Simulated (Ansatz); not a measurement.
Starting cell, Ta (bcc, W type):

```yaml
crystal:
  lattice:
    - [-3.31974, 3.31974, 3.31974]
    - [0.00000, 0.00000, 3.31974]
    - [0.00000, 3.31974, 0.00000]
  atoms:
    - { symbol: Ta, position: [0.00000, 0.00000, 0.00000] }
    - { symbol: Ta, position: [0.50000, 0.00000, 0.00000] }
```

A phonon eigenvector at H = (0.5, 0.5, 0.5) is frozen into this cell: atom i moves by Q times the vector below, so Q is the largest atomic displacement, in Å. The cell is held. It is one choice among 3 degenerate patterns. (q is in reciprocal vectors of the primitive cell; the cell shown is doubled to hold the pattern.)

```json
[
 {"atom": "Ta1", "x": "0.000", "y": "0.000", "z": "-1.000"},
 {"atom": "Ta2", "x": "0.000", "y": "0.000", "z": "1.000"}
]
```

The numbers are results of PBE (plane waves to 420 eV, PAW, scalar-relativistic; Ansatz, a program for electronic structure), not measurements. k mesh 20×20×20 (Γ-centred), Fermi-Dirac smearing 0.05 eV. With partly filled bands, energies and forces of such displacements shift with the k mesh and the smearing. Spin-orbit coupling is left out, though Ta is heavy. Ta is run without spin polarisation. Ta was relaxed with its symmetry unable to fall. The PAW data are Ansatz's earlier set. 

| Q (Å) | −dE/dQ from forces (eV/Å) |
|---|---|
| -0.280 | 7.574 |
| -0.233 | 7.091 |
| -0.187 | 6.064 |
| -0.140 | 4.789 |
| -0.093 | 3.240 |
| -0.047 | 1.622 |
| 0.000 | 0.000 |
| 0.047 | -1.622 |
| 0.093 | -3.240 |
| 0.140 | -4.789 |
| 0.187 | -6.064 |
| 0.233 | -7.091 |
| 0.280 | -7.574 |

Q: What harmonic wavenumber does the curvature at Q = 0 give?

A: 162 cm⁻¹. E″ = 34.77 eV/Å², M = Σ mᵢ|uᵢ|² = 361.9 u, ν̃ = 521.5·√(|E″|/M).

(A displaced cell: forces are minus the slopes of the energy, force constants its curvatures, and phonons follow from these.)
